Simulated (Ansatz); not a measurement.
## Si2W: do energies and stresses tell the same story?

These are results of DFT r2SCAN, scalar-relativistic, plane waves, PAW (Ansatz), not measurements.

Settings: cutoff 500 eV, Γ-centred mesh 18×18×18 on the computed 3-atom cell, Gaussian smearing of 0.10 eV; no spin polarisation.

Relaxed cell: I4/mmm, a = 3.211 Å, b = 3.211 Å, c = 7.805 Å, α = 90.00°, β = 90.00°, γ = 90.00°, 3 atoms in the primitive cell.

Energies at zero smearing and pressures from the stress tensor, at volumes with shape and atoms relaxed:
| V (Å³/atom) | E − E(first) (meV/atom) | P (GPa) |
| --- | --- | --- |
| 11.805 | 0.00 | 39.20 |
| 12.207 | -82.65 | 26.93 |
| 12.609 | -136.80 | 16.48 |
| 13.012 | -166.70 | 7.58 |
| 13.414 | -175.95 | 0.00 |
| 13.817 | -167.62 | -6.45 |
| 14.219 | -144.37 | -11.91 |
| 14.756 | -94.01 | -17.93 |

Task: Check P = −dE/dV between neighbouring volumes, and get the bulk modulus from the pressures alone.

Result: With 1 eV/Å³ = 160.2 GPa:
```json
{"middle V (Å³/atom)": "12.006", "−ΔE/ΔV (GPa)": "32.905", "mean P (GPa)": "33.064"}
{"middle V (Å³/atom)": "12.408", "−ΔE/ΔV (GPa)": "21.560", "mean P (GPa)": "21.701"}
{"middle V (Å³/atom)": "12.811", "−ΔE/ΔV (GPa)": "11.902", "mean P (GPa)": "12.028"}
{"middle V (Å³/atom)": "13.213", "−ΔE/ΔV (GPa)": "3.682", "mean P (GPa)": "3.789"}
{"middle V (Å³/atom)": "13.615", "−ΔE/ΔV (GPa)": "-3.313", "mean P (GPa)": "-3.224"}
{"middle V (Å³/atom)": "14.018", "−ΔE/ΔV (GPa)": "-9.257", "mean P (GPa)": "-9.180"}
{"middle V (Å³/atom)": "14.487", "−ΔE/ΔV (GPa)": "-15.037", "mean P (GPa)": "-14.920"}
```

The two differ by 0.16 GPa at most. The mean of two end pressures misses the average over a step by about ΔV² P″/12, up to 0.16 GPa here; with that taken off 0.01 GPa remains. Around V = 13.414 Å³/atom, the two neighbours give B = −V ΔP/ΔV = 13.414 × 14.03 / 0.805 = 233.8 GPa, against B0 = 232.2 GPa from the Birch–Murnaghan fit of the energies.

Spin–orbit coupling is left out, which can shift energies with elements as heavy as these.